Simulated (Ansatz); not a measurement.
Ansatz (a program for electronic structure) input:

Ansatz 0.2 input:
```yaml
crystal:
  lattice:
    - [1.9119634374, -5.3482113525, 0.0]
    - [1.9119634374, 5.3482113525, 0.0]
    - [0.0, 0.0, 12.6523452612]
  atoms:
    - { symbol: Si, position: [0.7570222043, 0.2429777957, 0.4451029831] }
    - { symbol: Si, position: [0.2429777957, 0.7570222043, 0.5548970169] }
    - { symbol: Si, position: [0.2429777957, 0.7570222043, 0.9451029831] }
    - { symbol: Si, position: [0.7570222043, 0.2429777957, 0.0548970169] }
    - { symbol: Si, position: [0.4287293129, 0.5712706871, 0.6572013829] }
    - { symbol: Si, position: [0.5712706871, 0.4287293129, 0.3427986171] }
    - { symbol: Si, position: [0.5712706871, 0.4287293129, 0.1572013829] }
    - { symbol: Si, position: [0.4287293129, 0.5712706871, 0.8427986171] }
    - { symbol: Si, position: [0.971182244, 0.028817756, 0.4093660192] }
    - { symbol: Si, position: [0.028817756, 0.971182244, 0.5906339808] }
    - { symbol: Si, position: [0.028817756, 0.971182244, 0.9093660192] }
    - { symbol: Si, position: [0.971182244, 0.028817756, 0.0906339808] }
kpoints:
  mp_grid: { grid: [5, 5, 2] }
hamiltonian:
  xc: hse06
  pseudopotentials: { kind: paw }
scf:
  n_extra_bands: 12
  occupations: { method: fixed }
output:
  eigenvalues: true
  eigenstates:
    e_range: [-9.0, 8.6]
    kpoints:
      - [0.5, 0.5, 0.0]  # VBM
      - [0.380208, -0.380208, 0.0]  # CBM
      - [0.0, 0.0, 0.0]  # GAMMA
      - [-0.5, 0.5, 0.0]  # Y
      - [-0.5, 0.5, 0.5]  # T
      - [0.0, 0.0, 0.5]  # Z
      - [0.0, 0.5, 0.0]  # S
      - [0.0, 0.5, 0.5]  # R
      - [0.2819508232, 0.2819508232, 0.0]  # SIGMA_0
      - [-0.2819508232, 0.7180491768, 0.0]  # C_0
      - [0.2819508232, 0.2819508232, 0.5]  # A_0
      - [-0.2819508232, 0.7180491768, 0.5]  # E_0
```

Output (shortened):

```
Pseudopotentials: kind: paw
Pseudopotential: Si, paw, valence charge 4
Functional definition: HSE06
davidson cushion auto → on  (no smearing: the cushion is to keep the highest requested band from converging to the state above it …
Crystal: 12 atoms, lattice volume = 258.755 Å³
Basis set: ecut = 420 eV, 5069 PW (Γ)
Bands: 36, of which v1, the nominal top of the filled ones, is band 24 counted from 1 (23 counted from 0)
Symmetry: 8 space group operations
Space group: Cmcm (ITA 63), of the structure as read, at distance tolerance 6.4e-5 Å
k-points: 18 of 50
PAW frozen core: Si, regenerated for the run's functional, and the local potential with it
Initial wavefunctions: pseudopotential atomic-orbital guess
Eigensolver: davidson
Functional: x = pbe(κ = 0.804, μ = 0.2195149727645171), c = pbe(β = 0.06672455060314922), warm-up for x = pbe(κ = 0.804, μ = 0.2195149727645171) + 0.25 (exact …
SCF iter   1: F=—  HF=-7628.495798 eV  |F-HF|=—  |Δ(HF+E_count)|=         —  Δρ=1.65e-3  dr2=8.68e-3  ethr=1.77e-3  ⟨swp⟩=9.8  Hψ=3776  notcnv=0
preconditioner: auto → none
SCF iter   2: F=—  HF=-7628.500550 eV  |F-HF|=—  |Δ(HF+E_count)|=   4.75e-3  Δρ=8.65e-4  dr2=2.73e-3  ethr=1.81e-5  ⟨swp⟩=5.1  Hψ=2252  notcnv=0  defer=3
SCF iter   3: F=—  HF=-7628.501667 eV  |F-HF|=—  |Δ(HF+E_count)|=   1.12e-3  Δρ=4.24e-4  dr2=1.37e-3  ethr=5.69e-6  ⟨swp⟩=4.2  Hψ=1947  notcnv=0  defer=1
iter 4 solved again at ethr=6.92e-8 eV; its pass at ethr=2.84e-6 eV (dr2=3.32e-5 eV) is discarded
SCF iter   4: F=—  HF=-7628.501878 eV  |F-HF|=—  |Δ(HF+E_count)|=   2.11e-4  Δρ=8.46e-5  dr2=3.64e-5  ethr=6.92e-8  ⟨swp⟩=4.7  Hψ=3782  notcnv=0  defer=1
SCF iter   5: F=-7628.501905 eV  HF=-7628.501901 eV  |F-HF|=4.00e-6  |Δ(HF+E_count)|=   2.35e-5  Δρ=3.45e-5  dr2=4.59e-6  ethr=6.92e-8  ⟨swp⟩=4.2  Hψ=1984  notcnv=0
SCF 1 stopped early in 5 iterations: F = -7628.501905 eV  dr2 = 4.59e-6
Crystal: 12 atoms, lattice volume = 258.755 Å³
Initial density: handed on by an earlier stage of this run
Initial wavefunctions: those handed on with the density
Functional: x = pbe(κ = 0.804, μ = 0.2195149727645171) + 0.25 (exact − pbe) at short range (hse, ω = 0.20786987370883472 Å⁻¹), c = pbe(β = 0.06672455060314922); HSE06 as pw.x's `hse` composes it (authors' and Libxc's form: `xc: wpbeh`)
Exchange kernel: α = 0.2500, screened, ω = 0.2079 Å⁻¹, Wigner–Seitz truncation, v(0) = 1046.0488 eV·Å³, q-mesh 5×5×2, nearest image of the exchange supercell L …
Frozen-core exchange: fock
SCF iter   1: F=—  HF=-7634.246406 eV  |F-HF|=—  |Δ(HF+E_count)|=         —  Δρ=2.98e-3  dr2=1.83e-2  ethr=9.56e-8  ⟨swp⟩=9.7  Hψ=4850  notcnv=0
preconditioner: auto → none
SCF iter   2: F=—  HF=-7634.239488 eV  |F-HF|=—  |Δ(HF+E_count)|=   6.92e-3  Δρ=1.36e-3  dr2=5.48e-3  ethr=9.56e-8  ⟨swp⟩=5.4  Hψ=2938  notcnv=0
SCF iter   3: F=—  HF=-7634.258196 eV  |F-HF|=—  |Δ(HF+E_count)|=   1.87e-2  Δρ=6.76e-4  dr2=2.54e-3  ethr=9.56e-8  ⟨swp⟩=6.1  Hψ=3223  notcnv=0
SCF iter   4: F=—  HF=-7634.257931 eV  |F-HF|=—  |Δ(HF+E_count)|=   2.65e-4  Δρ=3.32e-4  dr2=1.76e-3  ethr=9.56e-8  ⟨swp⟩=5.9  Hψ=3090  notcnv=0
SCF iter   5: F=—  HF=-7634.257484 eV  |F-HF|=—  |Δ(HF+E_count)|=   4.47e-4  Δρ=7.44e-5  dr2=1.36e-4  ethr=9.56e-8  ⟨swp⟩=4.6  Hψ=2468  notcnv=0
SCF iter   6: F=—  HF=-7634.258017 eV  |F-HF|=—  |Δ(HF+E_count)|=   5.33e-4  Δρ=1.02e-4  dr2=2.77e-5  ethr=9.56e-8  ⟨swp⟩=4.7  Hψ=2520  notcnv=0
SCF iter   7: F=-7634.258007 eV  HF=-7634.258008 eV  |F-HF|=6.21e-7  |Δ(HF+E_count)|=   9.31e-6  Δρ=2.13e-5  dr2=3.50e-6  ethr=5.27e-8  ⟨swp⟩=2.0  Hψ=1440  notcnv=0
SCF 2 stopped early in 7 iterations: F = -7634.258007 eV  dr2 = 3.50e-6
hybrid outer 1: dexx = +2.399e-2 eV, tail = 1.82e-5 eV
Crystal: 12 atoms, lattice volume = 258.755 Å³
Exchange kernel: α = 0.2500, screened, ω = 0.2079 Å⁻¹, Wigner–Seitz truncation, v(0) = 1046.0488 eV·Å³, q-mesh 5×5×2, nearest image of the exchange supercell L …
Frozen-core exchange: fock
SCF iter   1: F=—  HF=-7634.257889 eV  |F-HF|=—  |Δ(HF+E_count)|=         —  Δρ=2.27e-5  dr2=2.85e-6  ethr=1.90e-7  ⟨swp⟩=3.2  Hψ=1494  notcnv=0
preconditioner: auto → none
iter 2 solved again at ethr=1.31e-10 eV; its pass at ethr=5.47e-9 eV (dr2=6.29e-8 eV) is discarded
SCF iter   2: F=—  HF=-7634.257888 eV  |F-HF|=—  |Δ(HF+E_count)|=   7.23e-7  Δρ=7.20e-6  dr2=1.17e-7  ethr=1.31e-10  ⟨swp⟩=3.2  Hψ=3613  notcnv=0
SCF iter   3: F=-7634.257889 eV  HF=-7634.257889 eV  |F-HF|=7.07e-9  |Δ(HF+E_count)|=   3.80e-7  Δρ=1.40e-6  dr2=1.06e-8  ethr=1.29e-10  ⟨swp⟩=5.8  Hψ=2324  notcnv=0  defer=5
SCF 3 converged in 3 iterations: F = -7634.257889 eV  dr2 = 1.06e-8
hybrid outer 2: dexx = +5.271e-7 eV, tail = 2.41e-8 eV, Δε = 4.84e-4 eV (about 2.20e-5 eV left of the loop's levels)
the search or the solves at the SCF's close seem to have found levels that the self-consistency loop had missed (the run counts 2) …
NSCF: frozen V_eff on 12 k-points
hybrid SCF converged: 2 outer / 10 inner (+5 warm-up), last move |dexx| = 5.27e-7 eV, tail = 2.41e-8 eV
Stability not checked (fock_operator)
Free energy (F): -7634.257889 eV
Frozen-core exchange: fock
Harris-Foulkes:  -7634.257889 eV  (|F-HF|=7.07e-9)
Internal energy: -7634.257889 eV  (E = F + TS)
E sigma→0 (E₀):  -7634.257889 eV
Fermi energy:    5.106985 eV
--- Per-component energies (eV) ---
  E_band       = -19.801105
  E_kinetic    = 485.143197
  E_local      = -535.811604  (includes V_loc(G=0)·N_el)
  E_nonlocal   = 303.655533
  E_hartree    = 178.812812
  E_xc         = -539.856395
  E_vxc        = -458.076963  (∫ρ·V_xc dr)
  E_exx        = -66.785531  (= α·E_x^exact, valence–valence)
  E_paw        = -6213.024796  (= ΣΔE_a)
  E_vpaw       = -38.764778  (= ΣTr[D̂ρ^β])
  E_aug_tail   = 0.000073  (compensation charges beyond the density's cutoff)
  E_ewald      = -1245.681782
  E_core_change = -0.709396  (= ΣΔE_core)
  E_smearing   =  0.000000  (= −TS)
  E_closure    =  0.000000  (closes the sum)
  Σ components = -7634.257889   (vs F -7634.257889, Δ=-9.09e-13)
  [band-id]    e_kinetic+e_local+e_nonlocal+2·e_hartree+e_vxc+2·e_exx+e_vpaw+e_augmentation_tail = -19.799981   (vs E_band -19.801105, Δ=1.12e-3)
--- Band table (eV; the first three rows and the last of 18) ---
  k-point 0: bands = ["-8.2378", "-7.8658", "-6.5040", "-5.0247", "-4.4278", "-3.5457", "-2.4280", "-1.8851", "-1.5211", "-0.3616", "-0.2465", "0.4542", "1.0647", "1.2786", "2.4925", "2.6902", "3.2147", "3.3029", "3.4327", "3.5675", "3.8072", "4.1835", "4.6320", "4.7523", "6.4689", "7.1041", "7.1995", "7.2697", "7.7020", "8.0170", "8.2940", "8.3177", "9.2672", "9.4694", "9.7132", "10.3183"]
  k-point 1: bands = ["-8.0854", "-8.0854", "-5.9216", "-5.9216", "-3.7829", "-3.7829", "-2.0190", "-2.0190", "-1.3254", "-1.3254", "0.0526", "0.0526", "1.5864", "1.5864", "2.8598", "2.8598", "3.0490", "3.0490", "3.4104", "3.4104", "4.1093", "4.1093", "4.2521", "4.2521", "6.9094", "6.9094", "7.3373", "7.3373", "8.0178", "8.0178", "8.7585", "8.7585", "8.8757", "8.8757", "9.5515", "9.5515"]
  k-point 2: bands = ["-7.7978", "-7.4230", "-6.1311", "-4.6492", "-4.2253", "-3.5430", "-2.9275", "-1.3723", "-1.2862", "-0.8306", "-0.7393", "0.1642", "0.6199", "0.9994", "1.6486", "1.9327", "2.4289", "2.5824", "2.6322", "2.7025", "3.1611", "3.2427", "3.7271", "4.1813", "7.0076", "7.8024", "8.2609", "8.8083", "8.9778", "9.0907", "9.1526", "9.3553", "9.4614", "9.6425", "9.7994", "9.9835"]
  k-point 17: bands = ["-7.3423", "-7.3423", "-6.2860", "-6.2860", "-5.2198", "-5.2198", "-2.9278", "-2.9278", "-0.4663", "-0.4663", "1.3827", "1.3827", "2.1392", "2.1392", "2.7197", "2.7197", "3.7173", "3.7173", "3.8344", "3.8344", "4.3341", "4.3341", "4.9879", "4.9879", "6.2919", "6.2919", "7.5169", "7.5169", "8.1351", "8.1351", "8.5684", "8.5684", "9.5118", "9.5118", "9.6101", "9.6101"]
  band table: 36 of 36 bands, residual norms ≤ 1.0e-3 eV
```

Cost: very roughly 10 core-minutes on shared cores.

The points marked VBM and CBM come from a semilocal run.

The first step of the workflow began from a Materials Project structure, measured or hypothetical; the Crystallography Open Database copy checked does not list it. It is not the phase usual at ambient conditions (space group No. 227). Symmetry was held in the PBEsol relaxation; whether a distortion lowers the energy is not shown.

Potentials: the later of the program's two PAW sets.

Ansatz is a plane-wave DFT program.
